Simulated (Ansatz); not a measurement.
The relaxed structure here is a generated cell of SnO: the first start was made by placing the elements on the sites of a structure type, and the end was not matched to a known phase here, so it may be hypothetical. Known forms of SnO include space group No. 129.

One starting cell of SnO (a generated cell, SnO built in the NiAs structure type) was relaxed twice with Ansatz (plane waves, PAW, scalar-relativistic): with PBEsol at 420 eV and with PBE at 420 eV. The PBEsol result:

```
SnO
1.0
    3.36980     0.00000     0.00000
   -1.68490     2.91833     0.00000
    0.00000     0.00000     6.44288
Sn O
2 2
Cartesian
  0.00000   0.00000   0.00000
  0.00000   0.00000   3.22144
  0.00000   1.94556   1.61072
  1.68490   0.97278   4.83216
```

```csv
quantity,PBEsol,PBE
space group,P6₃/mmc,P6₃/mmc
volume (Å³/atom),15.84,16.78
a (Å),3.370,3.471
c (Å),6.443,6.435
"gap (eV, no spin-orbit coupling)",0.00,0.00
```

Both levels end in the same structure; PBE's volume is 5.9 % larger. Neither column is exact.

No spin polarisation in the result.

The run could not lower the symmetry of its start; a shaken copy of this end point relaxes with PBEsol to P2₁/m (No. 11), 0.44 eV/atom lower.

Ansatz is an electronic-structure program.
